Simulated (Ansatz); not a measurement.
A distorted cell of SrO (rock salt):

```
SrO
1.0
    0.00000     5.19500     5.19500
    2.59750     0.00000     2.59750
    2.59750     2.59750     0.00000
O Sr
2 2
Direct
  0.00000   0.00000   0.00000
  0.50000   0.00000   0.00000
  0.21888   0.52075   0.52075
  0.78112   0.47925   0.47925
```

The numbers are results of PBE (plane waves to 420 eV, PAW, scalar-relativistic; Ansatz, a program for electronic structure), not measurements. k mesh 11×11×11 (Γ-centred), Fermi-Dirac smearing 0.05 eV. Stress and pressure are positive under compression. SrO was relaxed with its symmetry unable to fall.

Task: Predict the force on every atom, in eV/Å.

Result: 
```tsv
atom	Fx	Fy	Fz
O1	0.000	0.000	0.000
O2	0.000	0.000	0.000
Sr3	-1.691	1.691	1.691
Sr4	1.691	-1.691	-1.691
```

Task: What is the stress tensor (GPa)?

Result: 
```
   1.62     1.17     1.17
   1.17     1.62    -1.17
   1.17    -1.17     1.62
```
The pressure, a third of the trace, is 1.62 GPa.

(A displaced cell: forces are minus the slopes of the energy, force constants its curvatures, and phonons follow from these.)
